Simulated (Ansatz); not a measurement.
Total density of states per atom from plane-wave PAW r²SCAN (Ansatz code), in 0.25 eV bins, energy from the Fermi level:

```
E (eV) | states/eV/atom
    -7.85 |  0.00
    -7.60 |  0.00
    -7.35 |  0.00
    -7.10 |  0.00
    -6.85 |  0.00
    -6.60 |  0.00
    -6.35 | # 0.09
    -6.10 | ### 0.28
    -5.85 | ###### 0.47
    -5.60 | ####### 0.56
    -5.35 | ##### 0.43
    -5.10 | ######## 0.69
    -4.85 | ###### 0.50
    -4.60 | ###### 0.45
    -4.35 | ######## 0.67
    -4.10 | ######### 0.73
    -3.85 | ## 0.19
    -3.60 | #### 0.31
    -3.35 | ###### 0.49
    -3.10 | ############################## 2.44
    -2.85 | ###################### 1.82
    -2.60 | ### 0.27
    -2.35 | ### 0.21
    -2.10 | # 0.08
    -1.85 | # 0.12
    -1.60 | ### 0.27
    -1.35 | ###### 0.49
    -1.10 | ####### 0.59
    -0.85 | ############ 0.95
    -0.60 | ####### 0.54
    -0.35 | ########### 0.91
    -0.10 | ############## 1.16
     0.15 | ########### 0.89
     0.40 | ########### 0.90
     0.65 | ######### 0.77
     0.90 | ########## 0.84
     1.15 | ############## 1.18
     1.40 | ############# 1.08
     1.65 | #################### 1.64
     1.90 | ############## 1.15
     2.15 | ################### 1.56
     2.40 | ###################### 1.83
     2.65 | ###################### 1.80
```

Task: Which compound is it?
(A) Sc6Te2Rh, P-62m (Sc on 3f, Sc on 3g, Rh on 1b, Te on 2c)
(B) HgTe, P-6m2 (Hg on 1a, Te on 1f)
(C) ScPd3, Cu3Au type
(D) Sc3In, P6_3/mmc (Sc on 6h, In on 2c)

Result: A, Sc6Te2Rh, P-62m (Sc on 3f, Sc on 3g, Rh on 1b, Te on 2c). Within 0.5 eV of the Fermi level: Sc 3d 80 %, outside the projected shells 8 %. Projections are on Löwdin-orthogonalised atomic valence shells; empty p or d shells of many metals are not among them.

The workflow started from an entry of the Crystallography Open Database (COD). Whether it is the stable phase at ambient conditions was not checked. The cell was relaxed with r²SCAN under the symmetry of its start; whether a distortion lowers the energy is not shown. The run is not spin-polarised. With an odd number of electrons in the cell and no spin polarisation, the count alone makes it a metal. Scalar-relativistic: spin–orbit coupling is off unless named, which matters more the heavier the elements.

Potentials: the later of the program's two PAW sets.
